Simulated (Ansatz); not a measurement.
## Electrostatic potentials at the Cl nuclei in Cs3Tl2Cl9

Cell: a structure deposited in the COD whose atoms were relaxed with PBE, the cell held.

Space group R-3c:H (No. 167); a = 12.8118, c = 18.2636 Å, γ = 120.00°.

```csv
site,Wyckoff,site symmetry,x,y,z
Cs,18e,.2,0.9952,0.6667,0.4167
Tl,12c,3.,0.0000,0.0000,0.8526
Cl11,18e,.2,0.1582,0.0000,0.7500
Cl17,36f,1,0.5087,0.8456,0.5797
```

One atom of each set is listed; the run and its k-mesh use a cell of 28 atoms with edges of 9.58, 9.58, 9.58 Å.

Computed with Ansatz: DFT, r2SCAN, plane waves and PAW, scalar-relativistic, 500 eV cutoff, Γ-centred 3×3×3 k-points, Fermi–Dirac smearing 0.02 eV.

The potential at a nucleus is that of all electrons and the other nuclei. A higher potential binds the core electrons more strongly, so differences between sites of one element are the initial-state part of core-level shifts.

Q: Rank the Cl sites by the potential at the nucleus, lowest first, and give each against the lowest.
A. Cl11: 2 Tl at 2.76 Å, angle 86°
B. Cl17: 1 Tl at 2.52 Å

A: B (0.00 V), A (0.19 V).
